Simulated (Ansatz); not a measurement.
Bi2S3 (Pnma) from a database structure at its r2SCAN+rVV10 geometry, run in the PAW code Ansatz at 3 levels of theory. Non-magnetic throughout; all numbers are computed.

The PBE+SOC input:
```yaml
crystal:
  lattice:
    - [11.3553380527, 0.0, 0.0]
    - [0.0, 3.9860550068, 0.0]
    - [0.0, 0.0, 11.0782430777]
  atoms:
    - { symbol: Bi, position: [0.013280374, 0.25, 0.3255700658] }
    - { symbol: Bi, position: [0.986719626, 0.75, 0.6744299342] }
    - { symbol: Bi, position: [0.486719626, 0.75, 0.8255700658] }
    - { symbol: Bi, position: [0.513280374, 0.25, 0.1744299342] }
    - { symbol: Bi, position: [0.1608644016, 0.75, 0.0326993616] }
    - { symbol: Bi, position: [0.8391355984, 0.25, 0.9673006384] }
    - { symbol: Bi, position: [0.3391355984, 0.25, 0.5326993616] }
    - { symbol: Bi, position: [0.6608644016, 0.75, 0.4673006384] }
    - { symbol: S, position: [0.4509192825, 0.75, 0.3714312526] }
    - { symbol: S, position: [0.5490807175, 0.25, 0.6285687474] }
    - { symbol: S, position: [0.0490807175, 0.25, 0.8714312526] }
    - { symbol: S, position: [0.9509192825, 0.75, 0.1285687474] }
    - { symbol: S, position: [0.1216406767, 0.75, 0.442654211] }
    - { symbol: S, position: [0.8783593233, 0.25, 0.557345789] }
    - { symbol: S, position: [0.3783593233, 0.25, 0.942654211] }
    - { symbol: S, position: [0.6216406767, 0.75, 0.057345789] }
    - { symbol: S, position: [0.7141493456, 0.25, 0.3066907802] }
    - { symbol: S, position: [0.2858506544, 0.75, 0.6933092198] }
    - { symbol: S, position: [0.7858506544, 0.75, 0.8066907802] }
    - { symbol: S, position: [0.2141493456, 0.25, 0.1933092198] }
kpoints:
  mp_grid: { grid: [2, 6, 2] }
  band_path:
    path:
      - [0.0, 0.0, 0.0]
      - [0.5, 0.0, 0.0]
      - [0.5, 0.5, 0.0]
      - [0.0, 0.5, 0.0]
      - [0.0, 0.0, 0.5]
      - [0.5, 0.0, 0.5]
      - [0.5, 0.5, 0.5]
      - [0.0, 0.5, 0.5]
      - [0.333333, 0.0, -0.0625]
      - [0.0, 0.0, 0.151042]
      - [0.0, 0.0, 0.2]
    npoints: 1
hamiltonian:
  xc: pbe
scf:
  occupations: { method: fixed }
  n_extra_bands: 18
magnetization:
  noncollinear: true
  spin_orbit: true
output:
  forces: true
  stress: true
  eigenvalues: true
```

Main results, then, where recorded, the levels near the gap in eV from the Fermi energy (columns number the bands from 0), one row a point of the path (Γ, X, S, Y, Z, U, R, T, (1/3, 0, -0.062), Γ–Z (0.30), Γ–Z (0.40)):
```
Crystal: 20 atoms, lattice volume = 501.435 Å³
Symmetry: 8 space group operations + 8 with time reversal
Magnetic group: BNS 62.442 (UNI 540)
```
```
Basis set: ecut = 420 eV, 9841 PW (Γ)
k-points: 16 of 24
SCF 1 converged in 10 iterations: F = -110336.853809 eV  dr2 = 1.92e-8
Free energy (F): -110336.853809 eV
Fermi energy:    7.670314 eV
--- Forces (eV/Å), atoms counted from 1 ---
  atom   1  Bi    -0.13495      0.00000    -0.05787
  atom   2  Bi      0.13495      0.00000      0.05787
  atom   3  Bi      0.13495      0.00000    -0.05787
  atom   4  Bi    -0.13495      0.00000      0.05787
  atom   5  Bi      0.02529      0.00000    -0.09052
  atom   6  Bi    -0.02529      0.00000      0.09052
  atom   7  Bi    -0.02529      0.00000    -0.09052
  atom   8  Bi      0.02529      0.00000      0.09052
  atom   9  S     -0.08220      0.00000    -0.05830
  atom  10  S       0.08220      0.00000      0.05830
  atom  11  S       0.08220      0.00000    -0.05830
  atom  12  S     -0.08220      0.00000      0.05830
  atom  13  S       0.15584      0.00000      0.07034
  atom  14  S     -0.15584      0.00000    -0.07034
  atom  15  S     -0.15584      0.00000      0.07034
  atom  16  S       0.15584      0.00000    -0.07034
  atom  17  S       0.15269      0.00000    -0.06190
  atom  18  S     -0.15269      0.00000      0.06190
  atom  19  S     -0.15269      0.00000    -0.06190
  atom  20  S       0.15269      0.00000      0.06190
--- Stress (GPa, compression-positive) ---
        2.564412       0.000000       0.000000
        0.000000       2.711095       0.000000
        0.000000       0.000000       2.551021
  P = ⅓ Tr σ = 2.6088 GPa (26.088 kbar)
```

PBE+SOC gives an indirect gap of 0.94 eV, from k = (1/3, 0, -0.062) to Γ–Z (0.30 of the way from Γ); the least direct gap is 0.97 eV at Γ–Z (0.40 of the way from Γ).

r2SCAN. Against the first input these blocks differ (the band path and keys that only write files left aside):
```yaml
hamiltonian:
  xc: r2scan
scf:
  occupations: { method: fixed }
  n_extra_bands: 9
```
(magnetization left out)

```
Basis set: ecut = 500 eV, 12727 PW (Γ)
k-points: 16 of 24
SCF 1 converged in 8 iterations: F = -110166.722265 eV  dr2 = 9.07e-9
Free energy (F): -110166.722265 eV
Fermi energy:    7.545387 eV
--- Forces (eV/Å), atoms counted from 1 ---
  atom   1  Bi      0.03020      0.00000      0.00970
  atom   2  Bi    -0.03020      0.00000    -0.00970
  atom   3  Bi    -0.03020      0.00000      0.00970
  atom   4  Bi      0.03020      0.00000    -0.00970
  atom   5  Bi    -0.02228      0.00000      0.02214
  atom   6  Bi      0.02228      0.00000    -0.02214
  atom   7  Bi      0.02228      0.00000      0.02214
  atom   8  Bi    -0.02228      0.00000    -0.02214
  atom   9  S       0.02064      0.00000      0.01067
  atom  10  S     -0.02064      0.00000    -0.01067
  atom  11  S     -0.02064      0.00000      0.01067
  atom  12  S       0.02064      0.00000    -0.01067
  atom  13  S     -0.02544      0.00000    -0.00862
  atom  14  S       0.02544      0.00000      0.00862
  atom  15  S       0.02544      0.00000    -0.00862
  atom  16  S     -0.02544      0.00000      0.00862
  atom  17  S     -0.02700      0.00000      0.01894
  atom  18  S       0.02700      0.00000    -0.01894
  atom  19  S       0.02700      0.00000      0.01894
  atom  20  S     -0.02700      0.00000    -0.01894
--- Stress (GPa, compression-positive) ---
        0.973953       0.000000       0.000000
        0.000000       0.944341       0.000000
        0.000000       0.000000       0.949009
  P = ⅓ Tr σ = 0.9558 GPa (9.558 kbar)
```
```tsv
band_93	band_94	band_95	band_96	band_97	band_98
-0.175	-0.160	-0.086	1.666	2.093	2.161
-0.289	0.000	0.000	2.116	2.116	2.207
-0.349	-0.349	-0.349	2.779	2.779	2.779
-0.517	-0.215	-0.215	2.558	2.558	2.702
-0.312	-0.109	-0.109	1.856	1.856	2.646
-0.225	-0.201	-0.201	1.957	1.957	2.588
-0.646	-0.646	-0.646	2.545	2.545	2.545
-0.598	-0.401	-0.401	2.338	2.338	2.533
-0.275	-0.066	0.029	1.980	2.072	2.173
-0.263	-0.147	-0.013	1.667	2.089	2.204
-0.294	-0.146	-0.002	1.676	2.057	2.276
```

With r2SCAN the valence top lies at k = (1/3, 0, -0.062) and the conduction bottom at Γ, 1.64 eV higher; the smallest vertical gap, at Γ–Z (0.40 of the way from Γ), is 1.68 eV. The mean pressure at these positions is +0.96 GPa, compression counted positive.

Problem. In the first input these blocks are replaced (the band path and keys that only write files left aside):
```yaml
kpoints:
  mp_grid: { grid: [2, 4, 2] }
hamiltonian:
  xc: pbe0
scf:
  occupations: { method: fixed }
  n_extra_bands: 9
```
(magnetization left out)
What comes out?

Solution.
```
Basis set: ecut = 420 eV, 9841 PW (Γ)
k-points: 12 of 16
SCF 1 stopped early in 5 iterations: F = -110004.210912 eV  dr2 = 2.25e-5
Exchange kernel: α = 0.2500, full range, Wigner–Seitz truncation, v(0) = 13565.0648 eV·Å³, q-mesh 2×4×2
SCF 2 stopped early in 8 iterations: F = -110017.126182 eV  dr2 = 8.34e-6
hybrid outer 1: dexx = +1.365e-1 eV, tail = 5.40e-4 eV
SCF 3 converged in 6 iterations: F = -110017.122366 eV  dr2 = 4.24e-9
hybrid outer 2: dexx = +1.178e-5 eV, tail = 9.44e-8 eV, Δε = 1.45e-3 eV, ΔF = 4.58e-3 eV/Å
SCF 4 converged in 2 iterations: F = -110017.122363 eV  dr2 = 2.00e-9
hybrid outer 3: dexx = +6.483e-9 eV, tail = 4.56e-9 eV, Δε = 3.90e-5 eV, ΔF = 1.92e-4 eV/Å
Free energy (F): -110017.122363 eV
Fermi energy:    6.913478 eV
--- Forces (eV/Å), atoms counted from 1 ---
  atom   1  Bi      0.23547      0.00000      0.04341
  atom   2  Bi    -0.23547      0.00000    -0.04341
  atom   3  Bi    -0.23547      0.00000      0.04341
  atom   4  Bi      0.23547      0.00000    -0.04341
  atom   5  Bi    -0.16588      0.00000      0.18753
  atom   6  Bi      0.16588      0.00000    -0.18753
  atom   7  Bi      0.16588      0.00000      0.18753
  atom   8  Bi    -0.16588      0.00000    -0.18753
  atom   9  S       0.16216      0.00000      0.09435
  atom  10  S     -0.16216      0.00000    -0.09435
  atom  11  S     -0.16216      0.00000      0.09435
  atom  12  S       0.16216      0.00000    -0.09435
  atom  13  S     -0.14864      0.00000    -0.08407
  atom  14  S       0.14864      0.00000      0.08407
  atom  15  S       0.14864      0.00000    -0.08407
  atom  16  S     -0.14864      0.00000      0.08407
  atom  17  S     -0.17351      0.00000      0.12240
  atom  18  S       0.17351      0.00000    -0.12240
  atom  19  S       0.17351      0.00000      0.12240
  atom  20  S     -0.17351      0.00000    -0.12240
--- Stress (GPa, compression-positive) ---
       -0.136922       0.000000       0.000000
        0.000000      -0.086711       0.000000
        0.000000       0.000000      -0.139703
  P = ⅓ Tr σ = -0.1211 GPa (-1.211 kbar)
```
```tsv
band_93	band_94	band_95	band_96	band_97	band_98
-0.205	-0.148	-0.060	2.640	3.088	3.179
-0.265	0.000	0.000	3.105	3.105	3.247
-0.377	-0.377	-0.377	3.839	3.839	3.839
-0.576	-0.201	-0.201	3.645	3.645	3.767
-0.314	-0.117	-0.117	2.848	2.848	3.727
-0.252	-0.221	-0.221	2.960	2.960	3.655
-0.690	-0.690	-0.690	3.606	3.606	3.606
-0.660	-0.419	-0.419	3.349	3.349	3.622
-0.243	-0.066	0.041	2.957	3.092	3.195
-0.258	-0.183	0.014	2.635	3.099	3.217
-0.281	-0.182	0.024	2.642	3.065	3.299
```
The PBE0 gap is indirect, 2.59 eV (k = (1/3, 0, -0.062) to Γ–Z (0.30 of the way from Γ)), below the direct gap of 2.62 eV at Γ–Z (0.40 of the way from Γ). The mean stress, -0.1 GPa, is small, and the program warns that its thresholds are loose for a hybrid's stress.

Small level splittings and stresses of the hybrids carry the error of their coarser meshes.

Totals of different functionals, or with and without spin-orbit coupling, can't be compared.

Only the levels marked +SOC include spin-orbit coupling.

The meshes of the hybrids are coarse, so their gaps aren't converged to the digits shown.
